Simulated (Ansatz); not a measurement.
A geometry of Ti3Al away from equilibrium: step 2 of the relaxation of a generated trial cell of Ti3Al in the AFLOW prototype AB3_mC16_12_g_ij (D0_15, as in AlCl3). Calculation: PBE (plane waves to 420 eV, PAW, scalar-relativistic; Ansatz, a first-principles code). Γ-centred k-mesh 7×7×6 on the run's cell (coarser than for final values), Fermi–Dirac smearing 0.05 eV. The plane waves were selected for a different cell earlier on the path.

```yaml
crystal:
  lattice:
    - [2.79351, -4.83751, -0.00100]
    - [2.79351, 4.83751, -0.00100]
    - [-1.82085, 0.00000, 5.44490]
  atoms:
    - { symbol: Al, position: [0.83350, 0.16650, 0.00000] }
    - { symbol: Al, position: [0.16650, 0.83350, 0.00000] }
    - { symbol: Ti, position: [0.24267, 0.24267, 0.25609] }
    - { symbol: Ti, position: [0.75733, 0.75733, 0.74391] }
    - { symbol: Ti, position: [0.92199, 0.58317, 0.25532] }
    - { symbol: Ti, position: [0.41683, 0.07801, 0.74468] }
    - { symbol: Ti, position: [0.07801, 0.41683, 0.74468] }
    - { symbol: Ti, position: [0.58317, 0.92199, 0.25532] }
```

### Question
Give the Cartesian forces on all atoms (eV/Å).

### Answer
```tsv
atom	Fx	Fy	Fz
Al1	0.00	0.09	0.00
Al2	0.00	-0.09	0.00
Ti3	2.13	0.00	3.43
Ti4	-2.13	0.00	-3.43
Ti5	-1.02	1.79	3.32
Ti6	1.02	1.79	-3.32
Ti7	1.02	-1.79	-3.32
Ti8	-1.02	-1.79	3.32
```

The path ends in C2/m (No. 12). No spin polarisation in the result.

The run could not lose the symmetry of its start, so the end can be a saddle point.

The end of the path is a generated cell of Ti3Al: the first start was made by placing the elements on the sites of a structure type, and the end was not matched to a known phase here, so it may be hypothetical. Known forms of Ti3Al include space group No. 194.
